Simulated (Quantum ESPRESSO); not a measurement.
# Where does O sit best among Se sites?

These are calculations, not measurements. They come from pw.x of Quantum ESPRESSO 7.5, a plane-wave density functional program, with PseudoDojo standard norm-conserving files (v0.5 for PBE, v0.4.1 for LDA and PBEsol). The cells are made up: elements, strain and atom displacements were drawn at random, and nothing was relaxed. There is no spin polarisation, spin-orbit coupling or dispersion term.

The cell has 8 sites of a wurtzite lattice (rectangular cell). Sites 1 to 4 hold Mg Mg Mg Mg; sites 5 to 8 hold X X X X. Cell vectors in Å: (4.141, 0.000, 0.000); (0.000, 7.173, 0.000); (0.000, 0.000, 6.763). Settings: PBE, cutoff 1170 eV, 4 x 4 x 4 k mesh shifted by half a step, Fermi-Dirac smearing of 0.025 eV.

In each run one of the sites marked X holds O and the others hold Se; cell and positions stay the same. E is the free energy of the cell.

```
site of the guest  first shell  mean distance (Å)  E above the lowest (eV)  P (GPa)  force on the guest (eV/Å)
                5          Mg4              2.551                    0.432    -1.75                      0.111
                6          Mg4              2.496                    0.000    -2.46                      0.175
                7          Mg4              2.533                    0.278    -1.99                      0.224
                8          Mg4              2.570                    0.568    -1.51                      0.241
```

A rerun of one of these cells at 1467 eV and k mesh 6 x 6 x 6 moved values by no more than 0.009 eV in the cell's energy, 0.10 GPa in stress and 0.011 eV/Å in force.

## Reading the table

Site 6 is lowest, by 0.278 eV, over three times the rerun's bound. A straight line of energy against the mean distance has a slope of 7.7 ± 0.2 eV/Å, so the guest costs less on the tighter sites. The positions are random and not relaxed, so the differences hold for this frozen cell and are not site preferences of a real crystal.